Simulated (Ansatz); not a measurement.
**Pb: from a starting cell to a relaxed one**

The start is a randomly generated symmetric cell of Pb (space group No. 65). The structure is fully relaxed (lattice and positions, P = 0) with r2SCAN (plane waves to 500 eV, PAW, scalar-relativistic; Ansatz, an electronic-structure program). The first steps use a 17×17×9 k-mesh.

Input geometry:
```
Pb
1.0
    1.78447    -2.06617     0.00000
    1.78447     2.06617     0.00000
    0.00000     0.00000     5.16311
Pb
1
Cartesian
  0.00000   0.00000   2.58155
```

### Question
How large is the pressure on the unrelaxed cell, and of which sign?

### Answer
+17.5 GPa (positive: the cell is compressed).

### Question
Does the structure survive the relaxation? Give the final space group.

### Answer
The space group goes from Cmmm (No. 65) to P6/mmm (No. 191); the end is AFLOW prototype A_hP1_191_a (A_f, as in Sn), with 1 atom in the primitive cell.

### Question
By how much does the energy per atom fall from start to end?

### Answer
1.24 eV/atom.

### Question
How does the volume per atom move from start to end?

### Answer
-15.8 %, from 38.07 to 32.05 Å³/atom.

### Question
Is the relaxed structure metallic? Give its gap.

### Answer
Zero (metallic).

### Question
Write out the relaxed structure.

### Answer

Space group P6/mmm (No. 191); a = b = 3.3853 Å, c = 3.2292 Å, α = β = 90.00°, γ = 120.00°

```
atom  site  symmetry       x       y       z
----  ----  --------  ------  ------  ------
Pb      1b     6/mmm  0.0000  0.0000  0.5000
```

Final values are on a 16×16×14 k-mesh of the relaxed cell. No spin polarisation in the result.

The run could not lose the symmetry of its start: the end is stationary, and may be a saddle point rather than a minimum.

The relaxed structure here is a generated cell of Pb: the first start was made by a random draw of sites in a space group, and the end was not matched to a known phase here, so it may be hypothetical. Known forms of Pb include space group No. 225.
